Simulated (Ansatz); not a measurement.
NiRhAs: pressure against volume

NiRhAs, P4/nmm, a = 3.558 Å, c = 6.103 Å. The structure is a COD entry; whether it is the stable form wasn't checked. Ansatz: PBEsol, PAW, 420 eV, Γ-centred 10×10×6 mesh on 6 atoms, Gaussian smearing 0.10 eV; no spin polarisation. Shape and atoms are relaxed at each volume; pressure is positive in compression.

```
V (Å³/atom) P (GPa)
     12.104    15.60
     12.491     7.09
     12.877     0.00
     13.263        ?
     13.650   -10.84
```

Question: Take V0 = 12.877 Å³/atom, fit the third-order Birch–Murnaghan form to the other rows, and predict the missing pressure.

Answer: With the Eulerian strain f = ½[(V0/V)^(2/3) − 1] and y = P/[3f(1 + 2f)^(5/2)], the form is the line y = B0 + 1.5 B0 (B0′ − 4) f. Rows (f, y): 0.02107, 222.6; 0.01025, 219.2; -0.01906, 208.9. Means f = 0.004087, y = 216.90; Σ(Δf)² = 0.0008622, ΣΔfΔy = 0.2962; the slope is their ratio. y = 215.5 + 343.5 f GPa, so B0 = 215.5 GPa and B0′ = 4 + 2 × (343.5)/(3 × 215.5) = 5.06. At V = 13.263, f = -0.00975, y = 212.15 and P = -5.91 GPa. The run gave -5.92 GPa, so the fit is 0.01 GPa too high, within twice the rms miss on the fitted rows (0.006 GPa).